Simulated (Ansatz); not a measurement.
Start of a relaxation of Al4P:

Space group P6/mmm (No. 191). a = 3.880 Å, b = 3.880 Å, c = 7.351 Å, α = 90.00°, β = 90.00°, γ = 120.00°
```json
{"atom": "Al", "site": "2e", "symmetry": "6mm", "x": "0.0000", "y": "0.0000", "z": "0.8186"}
{"atom": "Al", "site": "2d", "symmetry": "-6m2", "x": "0.3333", "y": "0.6667", "z": "0.5000"}
{"atom": "P", "site": "1b", "symmetry": "6/mmm", "x": "0.0000", "y": "0.0000", "z": "0.5000"}
```

The calculation used Ansatz, DFT PBE, scalar-relativistic, plane waves, PAW. Cutoff 420 eV, Gaussian smearing, Γ-centred meshes. Cell and atoms relax first on a coarse mesh and then on a finer one. In between, the cell is made exact in the group found at 0.06 Å. In metals the finer mesh still leaves noise of several meV/atom or more. The steps can't lower the symmetry of their start. No spin polarisation.

A guess keeps its type if space group and coordination stay and the shape of the cell changes little (axis ratios within about 15 %, angles within 6°); the volume may change.

Question: Does this structure survive the relaxation?

Answer: It keeps its type. The symmetry stays P6/mmm (No. 191). The volume per atom grows by 36.8 %, from 19.2 to 26.2 Å³. The shortest distance goes from 2.24 Å (Al–P and Al–Al) to 2.39 Å (Al–P). The ratio c/a of the conventional cell changes by a factor of 0.87. Counting neighbours within 15 % of an atom's shortest distance, the start has Al 2/6, P 8 and the end Al 2/6, P 8.

Energies over the elements count from the elements' standard structures at the same level, with no fitted energy shifts. The references include black phosphorus.

Question: At what energy does it end?

Answer: +0.70 eV/atom. It can't be a ground state, since the elements alone are lower.

The last run used a 12×12×6 mesh (in the run's order of axes) for its 5-atom cell and Gaussian smearing of 0.10 eV. The cell is a metal run without spin; a magnetic state may lie lower. The reference form of P is held partly by dispersion forces, which this level lacks. A structure relaxed within its symmetry needn't be a true minimum. Another cell of Al4P relaxed alike, in I4/mmm, lies 0.54 eV/atom lower, so this cell isn't the stable form at this level.

In counts of neighbours, a slash parts the counts of unlike sites.
